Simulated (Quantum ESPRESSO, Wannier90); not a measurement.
# Wannierisation of GaSe (R3m)

```yaml
crystal:
  lattice:
    - [-1.88709, 3.26854, 0.00000]
    - [-3.77418, 0.00000, 0.00000]
    - [-1.88709, 1.08951, 8.70470]
  atoms:
    - { symbol: Ga, position: [0.95319, 0.95319, 0.14043] }
    - { symbol: Ga, position: [0.04646, 0.04646, 0.86061] }
    - { symbol: Se, position: [0.24233, 0.24233, 0.27300] }
    - { symbol: Se, position: [0.42403, 0.42403, 0.72792] }
```

Materials Project entry mp-11342; symmetrised, unrelaxed at this level. Not found in the COD (Crystallography Open Database) copy used, which has the formula in other groups; not checked further. Level: PBEsol, spinors with spin-orbit coupling; pw.x of Quantum ESPRESSO at 69 Ry with PseudoDojo potentials, 4×4×4 k-points, Wannier90. Density: 10×10×10 mesh, cold smearing 0.01 Ry. The cell is built of weakly bound layers, chains or molecules, whose nearest atoms lie 4.52 Å apart. Database cells relaxed without dispersion often hold them too far apart, which can enlarge gaps and weakens couplings between them; spacing and stacking were not compared with the measured crystal.

Valence charges of the files: Ga 13, Se 16. 92 bands were computed.

Isolated groups of bands, relative to the valence-band maximum (bands from 59 on overlap up to the last one computed):

```csv
bands,from (eV),to (eV),filling,weight on atomic waves
1–8,-48.00,-47.93,filled,Se 3d 100 %
9–20,-47.12,-47.03,filled,Se 3d 100 %
21–28,-15.04,-14.87,filled,Ga 3d 97 %
29–40,-14.66,-14.28,filled,Ga 3d 98 %
41–44,-13.83,-12.09,filled,"Se 4s 65 %, Ga 4p 16 %, Ga 3d 10 %"
45–58,-7.23,0.00,filled,"Se 4p 61 %, Ga 4p 21 %, Ga 4s 14 %"
```

Wanted is a model with the orbitals Ga s p, Se s p, without the filled groups that are mainly made of other shells (semicore states, and anion s where it isn't named); all higher bands stay in for disentanglement.

Give num_wann, exclude_bands and num_bands, and the number of electrons that the model holds.

Electrons: 2×13 + 2×16 = 58, which fill 58 bands.
num_wann = 2 × (2×4 + 2×4) = 32.
exclude_bands = 1-40, 40 bands, so num_bands = 92 − 40 = 52.
The model holds 58 − 1×40 = 18 electrons. With the window frozen to 2.73 eV it follows pw.x to 63 meV rms (states up to 2.2 eV relative to the valence-band maximum).
